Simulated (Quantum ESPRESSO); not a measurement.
Mg2AlS3F, convergence and cost over cutoff and k mesh

A calculation, not a measurement. The program is pw.x of Quantum ESPRESSO 7.5 (plane-wave density functional theory). The cell is made up: 7 atoms on a zincblende/diamond lattice with one site empty, with randomly drawn elements, strain and displacements, not relaxed. PseudoDojo standard norm-conserving files (v0.5 for PBE, v0.4.1 for LDA and PBEsol) set the functional; there is no spin polarisation, spin-orbit coupling or dispersion term, and the masses in the input are unused placeholders.

Input of the run in row 4:

```
&control calculation='scf', pseudo_dir='./dojo.nc.sr.pbe.v0_5.standard.upf', outdir='./o', disk_io='medium', tprnfor=.true., tstress=.true. /
&system ibrav=0, nat=7, ntyp=4, nbnd=30, ecutwfc=84.00895049, nosym=.true., tot_charge=0,
 occupations='smearing', smearing='fd', degauss=0.0018374661
/
&electrons conv_thr=7.350e-09, electron_maxstep=60, /
ATOMIC_SPECIES
Al 1.0 Al.upf
F 1.0 F.upf
Mg 1.0 Mg.upf
S 1.0 S.upf
CELL_PARAMETERS angstrom
5.4915 -0.0278 -0.0143
-0.0278 5.4003 -0.0777
-0.0143 -0.0777 5.3942
ATOMIC_POSITIONS angstrom
Mg 0.0681 0.0488 0.1066
Mg 2.7764 0.0512 2.6769
Al 2.781 2.6506 -0.0399
S 1.4316 1.3436 1.3696
S 1.3274 3.993 4.0669
F 4.1622 1.3181 3.9961
S 4.021 4.0086 1.3313
K_POINTS automatic
4 4 4 1 1 1
```

The same cell was run at these settings. Meshes are shifted by half a step, and differences are from the last row, which is itself not exact.

```
cutoff (eV)     k mesh  k points solved  threshold (eV)  free energy less the last row's (eV)  pressure (GPa)  largest stress difference (GPa)  largest force difference (eV/Å)  iterations  wall time (s)  k-point pools              processor
        800  2 x 2 x 2                4           1e-04                                 1.677          -14.75                            12.99                            0.027           7             28              1  AMD EPYC, Zen 5 class
       1143  2 x 2 x 2                4           1e-07                                 0.047           -1.71                             0.11                            0.024          10             61              1  AMD EPYC, Zen 5 class
        651  4 x 4 x 4               32           1e-07                                11.758          -60.90                            59.11                            0.094          10             98              1  AMD EPYC, Zen 5 class
       1143  4 x 4 x 4               32           1e-07                                 0.002           -1.81                             0.01                            0.003          10            265              1  AMD EPYC, Zen 5 class
       1437  6 x 6 x 6              108           1e-07                                 0.000           -1.81                             0.00                            0.000          10            137              4  AMD EPYC, Zen 5 class
```

Each pool is one process. Wall times include start-up and a band step at six k points, which weighs most on the coarsest meshes. The runs were on shared virtual cores whose load varied, so times are rough.